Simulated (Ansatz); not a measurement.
In2Si2O7 (space group C2/m)

```
CELL_PARAMETERS angstrom
      3.31601    -4.32478     0.00000
      3.31601     4.32478     0.00000
     -1.03639     0.00000     4.61007
ATOMIC_POSITIONS crystal
  In 0.30760 0.69240 0.00000
  In 0.69240 0.30760 0.00000
  Si 0.22170 0.22170 0.40975
  Si 0.77830 0.77830 0.59025
  O  0.92110 0.60754 0.78140
  O  0.07890 0.39246 0.21860
  O  0.39246 0.07890 0.21860
  O  0.60754 0.92110 0.78140
  O  0.00000 0.00000 0.50000
  O  0.60785 0.60785 0.28250
  O  0.39215 0.39215 0.71750
```

This relaxed cell (volume V₀) is scaled evenly in all directions, its shape held. The atoms relax within the cell's symmetry.

The numbers are results of PBEsol (plane waves to 420 eV, PAW, scalar-relativistic; Ansatz, a program for electronic structure), not measurements. k mesh 5×5×6 (Γ-centred), Fermi-Dirac smearing 0.05 eV. Compression counts positive. In2Si2O7 was relaxed with its symmetry unable to fall.

At one point of the scan the stress tensor (GPa) is:

```
  -12.9      0.0     -1.0
    0.0    -12.2      0.0
   -1.0      0.0    -12.9
```

Problem. Which point is it?
A) V/V₀ = 1.100
B) V/V₀ = 1.033
C) V/V₀ = 1.050
D) V/V₀ = 1.017

Solution. A, V/V₀ = 1.100

(A scan under strain: stresses follow from slopes of the energy per volume, elastic moduli from its curvatures.)
